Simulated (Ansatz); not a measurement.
## MnCuAs (P4/nmm): electronic heat capacity from the density of states

The calculation used DFT PBEsol, scalar-relativistic, plane waves, PAW (Ansatz).

Plane waves to 420 eV, a k mesh through Γ of 10×10×6 on the computed 6-atom cell and Gaussian smearing (0.10 eV); collinear spin from starting moments -3 -3 0 0 0 0 μB.

Relaxed cell: P4/nmm, a = 3.542 Å, b = 3.542 Å, c = 6.381 Å, α = 90.00°, β = 90.00°, γ = 90.00°, 6 atoms in the primitive cell. Whether it is the stable form of this composition wasn't checked.

The density of states at the Fermi level is 3.487 states/eV in the cell of 6 atoms (2 formula units; both spins, tetrahedra on a 15×15×9 mesh). The run ends with a moment of -5.69 μB a cell (largest on a site 2.72 μB), and the figure is for this state; a paramagnetic sample can have a quite different one. Another magnetic order, if the compound takes it, can change N(E_F) and the shape of the cell a good deal, and may open a gap, where γ is close to zero.

Problem. What Sommerfeld coefficient does this give?

Solution. Per formula unit N(E_F) = 1.743 states/eV. γ = (π²/3) k_B² N(E_F) N_A = 2.357 mJ/(mol K²) per state/eV, so γ = 4.1 mJ/(mol K²), a mole of formula units. This is the bare band result: a measured γ of the same phase and magnetic order is as a rule larger by a factor 1 + λ from phonons and spin fluctuations. N(E_F) at one energy is sensitive to the mesh where the density of states has sharp peaks.

The run saw a state lower than the one given here. Only parallel moments were tried here.

Only this magnetic start was tried.

Cost: 1 run of about 3.4 core-minutes, on Arm Neoverse V1 (shared hosts).